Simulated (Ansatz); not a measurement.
Zn$_{2}$SeS:
```cif
data_SSeZn2
_chemical_formula_sum 'Zn2 Se1 S1'
_space_group_name_H-M_alt 'P 1'
_space_group_IT_number 1
_cell_length_a 3.88561
_cell_length_b 3.88561
_cell_length_c 5.49308
_cell_angle_alpha 90.000
_cell_angle_beta 90.000
_cell_angle_gamma 90.000
loop_
_space_group_symop_operation_xyz
  'x, y, z'
loop_
_atom_site_label
_atom_site_type_symbol
_atom_site_fract_x
_atom_site_fract_y
_atom_site_fract_z
_atom_site_occupancy
Zn1 Zn 0.50000 0.00000 0.76332 1
Zn2 Zn 0.00000 0.50000 0.23668 1
Se1 Se 0.00000 0.00000 0.50000 1
S1 S 0.50000 0.50000 0.00000 1
```

Relaxed with PBEsol.

Problem. Which orbitals make up the states near the band edges in PBEsol in the plane-wave PAW code Ansatz?

Solution. Top 1 eV of the valence band: Se 4p 61 %, S 3p 27 %, Zn 3d 7 %. Bottom 1 eV of the conduction band: Zn 4s 52 %, S 3s 13 %, Se 4s 10 %, S 3p 9 %, Se 4p 7 %, outside the projected shells 8 %. Projections are on Löwdin-orthogonalised atomic valence shells; empty p or d shells of many metals are not among them.

Problem. Tabulate the density of states.

Solution. States/eV per cell of 4 atoms, in 0.25 eV bins, energy from the valence-band maximum.

| E (eV) | total | Zn 3d | S 3p | Se 4p |
|---|---|---|---|---|
| -7.85 | 0.00 | 0.00 | 0.00 | 0.00 |
| -7.60 | 0.00 | 0.00 | 0.00 | 0.00 |
| -7.35 | 0.00 | 0.00 | 0.00 | 0.00 |
| -7.10 | 0.00 | 0.00 | 0.00 | 0.00 |
| -6.85 | 0.00 | 0.00 | 0.00 | 0.00 |
| -6.60 | 23.32 | 20.37 | 1.83 | 0.76 |
| -6.35 | 21.68 | 20.08 | 0.50 | 0.86 |
| -6.10 | 29.57 | 29.00 | 0.13 | 0.17 |
| -5.85 | 5.44 | 5.00 | 0.05 | 0.07 |
| -5.60 | 0.03 | 0.00 | 0.01 | 0.01 |
| -5.35 | 0.42 | 0.05 | 0.16 | 0.11 |
| -5.10 | 1.32 | 0.16 | 0.44 | 0.39 |
| -4.85 | 4.89 | 0.64 | 1.46 | 1.31 |
| -4.60 | 2.45 | 0.43 | 0.70 | 0.63 |
| -4.35 | 1.44 | 0.27 | 0.40 | 0.37 |
| -4.10 | 1.25 | 0.23 | 0.37 | 0.31 |
| -3.85 | 0.94 | 0.17 | 0.31 | 0.21 |
| -3.60 | 0.80 | 0.13 | 0.31 | 0.16 |
| -3.35 | 1.13 | 0.14 | 0.58 | 0.23 |
| -3.10 | 2.19 | 0.21 | 1.13 | 0.65 |
| -2.85 | 2.80 | 0.25 | 1.25 | 1.04 |
| -2.60 | 2.62 | 0.22 | 1.13 | 1.02 |
| -2.35 | 3.51 | 0.25 | 1.56 | 1.43 |
| -2.10 | 3.38 | 0.24 | 1.46 | 1.46 |
| -1.85 | 3.91 | 0.29 | 1.79 | 1.56 |
| -1.60 | 3.49 | 0.26 | 1.63 | 1.37 |
| -1.35 | 2.73 | 0.20 | 1.08 | 1.29 |
| -1.10 | 2.79 | 0.20 | 0.88 | 1.57 |
| -0.85 | 2.42 | 0.17 | 0.61 | 1.51 |
| -0.60 | 2.19 | 0.16 | 0.55 | 1.39 |
| -0.35 | 1.02 | 0.08 | 0.34 | 0.57 |
| -0.10 | 0.29 | 0.02 | 0.10 | 0.16 |
| 0.15 | 0.00 | 0.00 | 0.00 | 0.00 |
| 0.40 | 0.00 | 0.00 | 0.00 | 0.00 |
| 0.65 | 0.00 | 0.00 | 0.00 | 0.00 |
| 0.90 | 0.00 | 0.00 | 0.00 | 0.00 |
| 1.15 | 0.00 | 0.00 | 0.00 | 0.00 |
| 1.40 | 0.00 | 0.00 | 0.00 | 0.00 |
| 1.65 | 0.00 | 0.00 | 0.00 | 0.00 |
| 1.90 | 0.01 | 0.00 | 0.00 | 0.00 |
| 2.15 | 0.05 | 0.00 | 0.00 | 0.00 |
| 2.40 | 0.08 | 0.00 | 0.01 | 0.01 |
| 2.65 | 0.14 | 0.00 | 0.01 | 0.01 |
| 2.90 | 0.45 | 0.00 | 0.04 | 0.04 |
| 3.15 | 1.11 | 0.00 | 0.09 | 0.09 |
| 3.40 | 1.61 | 0.01 | 0.13 | 0.12 |
| 3.65 | 2.25 | 0.01 | 0.19 | 0.16 |
| 3.90 | 3.54 | 0.01 | 0.32 | 0.29 |
| 4.15 | 3.49 | 0.01 | 0.32 | 0.32 |
| 4.40 | 2.71 | 0.01 | 0.24 | 0.27 |
| 4.65 | 1.99 | 0.01 | 0.18 | 0.20 |
| 4.90 | 1.42 | 0.00 | 0.11 | 0.13 |
| 5.15 | 1.61 | 0.00 | 0.12 | 0.14 |
| 5.40 | 1.92 | 0.00 | 0.12 | 0.13 |
| 5.65 | 3.40 | 0.01 | 0.17 | 0.18 |
| 5.90 | 3.49 | 0.01 | 0.15 | 0.17 |
| 6.15 | 2.16 | 0.00 | 0.07 | 0.07 |
| 6.40 | 1.34 | 0.00 | 0.02 | 0.03 |

Space group P-4m2. The workflow started from a Materials Project entry (that database holds measured and hypothetical structures alike); the Crystallography Open Database copy checked does not list it. Whether it is the stable phase at ambient conditions was not checked. The PBEsol relaxation kept the symmetry of its start; of distortions, only those at the zone centre were tested. Scalar-relativistic: spin–orbit coupling is off unless named, which matters more the heavier the elements.

Potentials: the later of the program's two PAW sets.
